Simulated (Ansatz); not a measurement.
**Relaxing a structure of SnO**

The start is a generated cell, SnO placed in the tenorite structure type. A full variable-cell relaxation at zero pressure is run with PBEsol (plane waves to 420 eV, PAW, scalar-relativistic; Ansatz, an electronic-structure program). The first steps use a coarse 7×7×4 k-mesh.

Starting cell:
```yaml
crystal:
  lattice:
    - [2.87404, -2.10031, 0.00000]
    - [2.87404, 2.10031, 0.00000]
    - [-1.04317, 0.00000, 6.20712]
  atoms:
    - { symbol: Sn, position: [0.00000, 0.50000, 0.00000] }
    - { symbol: Sn, position: [0.50000, 0.00000, 0.50000] }
    - { symbol: O, position: [0.58160, 0.41840, 0.25000] }
    - { symbol: O, position: [0.41840, 0.58160, 0.75000] }
```

```yaml
initial_pressure: "-7 GPa (negative: the cell is under tension)"
energy_released: 0.27 eV/atom
Shortest distances (start → end): "The closest pairs of elements (up to four, under 3.6 Å), start → end: O–Sn 2.39 → 2.24 Å; O–O 3.22 → 3.14 Å; Sn–Sn 3.56 → 3.20 Å"
optimiser_moves: 10
```

Relaxed structure:

Space group P4₂/mmc (No. 131); a = b = 3.1999 Å, c = 6.2763 Å, α = β = γ = 90.00°

```csv
atom,site,symmetry,x,y,z
Sn,2c,mmm.,0.0000,0.5000,0.0000
O,2f,-4m2,0.5000,0.5000,0.2500
```

Final values are on a 10×10×6 k-mesh of the relaxed cell. No spin polarisation in the result.

The run could not lose the symmetry of its start: the end is stationary, and may be a saddle point rather than a minimum.

The relaxed structure here is a generated cell of SnO: the first start was made by placing the elements on the sites of a structure type, and the end was not matched to a known phase here, so it may be hypothetical. Known forms of SnO include space group No. 129.
